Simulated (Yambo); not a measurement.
G0W0@LDA for Ba2MgWO6 (space group Fm-3m, No. 225) in Yambo. Reference settings: 2×2×2 Γ-centred k mesh, bands 3 to 214 and a 7 Ry block in the screening, 214 bands in G with the Bruneval-Gonze terminator, plasmon pole fitted at 27.2 eV. The LDA gap Γ → X on this mesh is 2.69 eV; G0W0 gaps are taken between the same points.

The settings were changed. The gap went from 4.50 eV to 4.73 eV, and the shift of the valence edge from -0.46 eV to -0.33 eV.

Name the change that produced these shifts.
(A) 64 bands in W, 64 bands in G, 2 Ry block
(B) 170 bands in W, 170 bands in G, 3 Ry block, no terminator
(C) 64 bands in W, 64 bands in G, 4 Ry block
(D) 64 bands in W, 64 bands in G, 3 Ry block

B, 170 bands in W, 170 bands in G, 3 Ry block, no terminator. The others gave (gap, valence shift): 64 bands in W, 64 bands in G, 2 Ry block: 5.31, -0.55 eV; 64 bands in W, 64 bands in G, 3 Ry block: 5.19, -0.45 eV; 64 bands in W, 64 bands in G, 4 Ry block: 5.03, -0.30 eV.

Spin-orbit coupling is not included.

Geometry of the Materials Project entry, not relaxed at this level; primitive cell a = b = c = 5.8240 Å, α = β = γ = 60.00°.

A shift is the quasiparticle energy of the state minus its LDA energy.
